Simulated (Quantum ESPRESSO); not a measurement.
```
CELL_PARAMETERS angstrom
      3.54331     0.00000     0.00000
     -1.77166     3.06860     0.00000
      0.00000     0.00000     4.58517
ATOMIC_POSITIONS crystal
  H  0.66667 0.33333 0.54792
  H  0.33333 0.66667 0.45208
  O  0.66667 0.33333 0.75929
  O  0.33333 0.66667 0.24071
  Cd 0.00000 0.00000 0.00000
```

Cell and atoms were relaxed with PBE+D3(BJ) from Materials Project entry mp-625548, within its symmetry.

What does PBEsol (pw.x of Quantum ESPRESSO, ONCV potentials, with spin-orbit coupling) give for the electronic structure near the Fermi level?

The PBEsol gap is indirect, 1.59 eV, from M to Γ; the smallest direct gap is 1.94 eV. 

The structure is a Materials Project entry; no match was found in the copy of COD used, and its stability was not checked.
